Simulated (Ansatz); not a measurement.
KMgF₃ (cubic perovskite, Pm-3m), a = 4.054 Å, b = 4.054 Å, c = 4.054 Å, α = 90.00°, β = 90.00°, γ = 90.00°.

Relaxed with PBE.

Problem. Which orbitals make up the states near the band edges in PBE (plane waves, PAW; program Ansatz)?

Solution. Top 1 eV of the valence band: F 2p 99 %. Bottom 1 eV of the conduction band: K 4s 51 %, Mg 3s 23 %, F 2s 19 %. Projections are on Löwdin-orthogonalised atomic valence shells; empty p or d shells of many metals are not among them.

Problem. Tabulate the density of states.

Solution. States/eV per cell of 5 atoms, in 0.25 eV bins, energy from the valence-band maximum.

```csv
E (eV),total,F 2p,K 4s,Mg 3s
-7.85,0.00,0.00,0.00,0.00
-7.60,0.00,0.00,0.00,0.00
-7.35,0.00,0.00,0.00,0.00
-7.10,0.00,0.00,0.00,0.00
-6.85,0.00,0.00,0.00,0.00
-6.60,0.00,0.00,0.00,0.00
-6.35,0.00,0.00,0.00,0.00
-6.10,0.00,0.00,0.00,0.00
-5.85,0.00,0.00,0.00,0.00
-5.60,0.00,0.00,0.00,0.00
-5.35,0.00,0.00,0.00,0.00
-5.10,0.00,0.00,0.00,0.00
-4.85,0.00,0.00,0.00,0.00
-4.60,0.00,0.00,0.00,0.00
-4.35,0.00,0.00,0.00,0.00
-4.10,0.00,0.00,0.00,0.00
-3.85,0.00,0.00,0.00,0.00
-3.60,0.28,0.24,0.00,0.04
-3.35,0.77,0.67,0.00,0.09
-3.10,1.42,1.25,0.00,0.15
-2.85,2.31,2.08,0.00,0.19
-2.60,2.12,1.97,0.00,0.11
-2.35,1.37,1.31,0.00,0.03
-2.10,3.74,3.66,0.00,0.01
-1.85,6.12,5.92,0.07,0.02
-1.60,7.59,7.29,0.12,0.02
-1.35,6.51,6.27,0.09,0.02
-1.10,7.09,6.92,0.04,0.01
-0.85,7.70,7.54,0.03,0.01
-0.60,9.85,9.73,0.02,0.00
-0.35,10.78,10.69,0.01,0.00
-0.10,4.35,4.33,0.00,0.00
0.15,0.00,0.00,0.00,0.00
0.40,0.00,0.00,0.00,0.00
0.65,0.00,0.00,0.00,0.00
0.90,0.00,0.00,0.00,0.00
1.15,0.00,0.00,0.00,0.00
1.40,0.00,0.00,0.00,0.00
1.65,0.00,0.00,0.00,0.00
1.90,0.00,0.00,0.00,0.00
2.15,0.00,0.00,0.00,0.00
2.40,0.00,0.00,0.00,0.00
2.65,0.00,0.00,0.00,0.00
2.90,0.00,0.00,0.00,0.00
3.15,0.00,0.00,0.00,0.00
3.40,0.00,0.00,0.00,0.00
3.65,0.00,0.00,0.00,0.00
3.90,0.00,0.00,0.00,0.00
4.15,0.00,0.00,0.00,0.00
4.40,0.00,0.00,0.00,0.00
4.65,0.00,0.00,0.00,0.00
4.90,0.00,0.00,0.00,0.00
5.15,0.00,0.00,0.00,0.00
5.40,0.00,0.00,0.00,0.00
5.65,0.00,0.00,0.00,0.00
5.90,0.00,0.00,0.00,0.00
6.15,0.00,0.00,0.00,0.00
6.40,0.00,0.00,0.00,0.00
6.65,0.00,0.00,0.00,0.00
6.90,0.00,0.00,0.00,0.00
7.15,0.06,0.00,0.03,0.01
7.40,0.11,0.00,0.06,0.03
7.65,0.17,0.01,0.09,0.04
7.90,0.21,0.01,0.11,0.05
8.15,0.26,0.02,0.13,0.06
8.40,0.32,0.02,0.16,0.08
8.65,0.38,0.03,0.19,0.10
8.90,0.44,0.03,0.22,0.12
9.15,0.52,0.04,0.25,0.15
9.40,0.63,0.05,0.29,0.19
9.65,0.78,0.06,0.34,0.24
9.90,0.96,0.07,0.35,0.35
10.15,1.78,0.11,0.33,0.68
10.40,3.08,0.13,0.30,0.86
10.65,3.03,0.07,0.46,0.38
10.90,4.20,0.09,0.73,0.31
11.15,3.66,0.06,0.45,0.12
11.40,2.13,0.02,0.06,0.01
11.65,0.97,0.01,0.02,0.00
```

The cell was relaxed with PBE under the symmetry of its start.

Potentials: the later of the program's two PAW sets.
